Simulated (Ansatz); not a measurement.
Below is a relaxed structure of Pd2PtSe6. The cell was found from a structure generator's guess, not taken from experiment.

Theory: Ansatz 0.2.0, DFT PBE, scalar-relativistic, plane waves, PAW. Cutoff 420 eV, Γ-centred mesh, Gaussian smearing, no spin polarisation.

```
Pd Pt Se
1.0
     6.57748    0.00000    0.00000
    -3.28874    5.69626    0.00000
     0.00000    0.00000    5.03194
Pd Pt Se
2 1 6
Direct
  0.66667 0.33333 0.00000
  0.33333 0.66667 0.00000
  0.00000 0.00000 0.00000
  0.00000 0.33093 0.25652
  0.66907 0.66907 0.25652
  0.33093 0.00000 0.25652
  0.33093 0.33093 0.74348
  0.00000 0.66907 0.74348
  0.66907 0.00000 0.74348
```

Energies over the elements count from the elements' standard structures at the same level, with no fitted energy shifts.

(1) Find its symmetry and describe it.

(2) What is its formation energy per atom?

(3) Is it a metal?

Answers

(1) P-31m (No. 162). Conventional cell: a = 6.577 Å, c = 5.032 Å. Pd has 6 Se at 2.55 Å; around Pt lie 6 Se at 2.53 Å; Se is surrounded by 1 Pt at 2.53 Å and 2 Pd at 2.55 Å.

(2) −0.31 eV/atom. Whether it is stable depends on the other phases of the system, which aren't compared here.

(3) Yes, bands cross the Fermi level on the 6×6×8 mesh.

The last run used a 6×6×8 mesh (in the run's order of axes) for its 9-atom cell and Gaussian smearing of 0.10 eV. No dispersion correction is applied, so the spacing and binding between layers, chains or molecules are poorly described. These runs have no spin–orbit coupling, which can matter for Pt. The reference form of Se is held partly by dispersion forces, which this level lacks. Symmetry constrained the relaxation, so the result can be a saddle point.
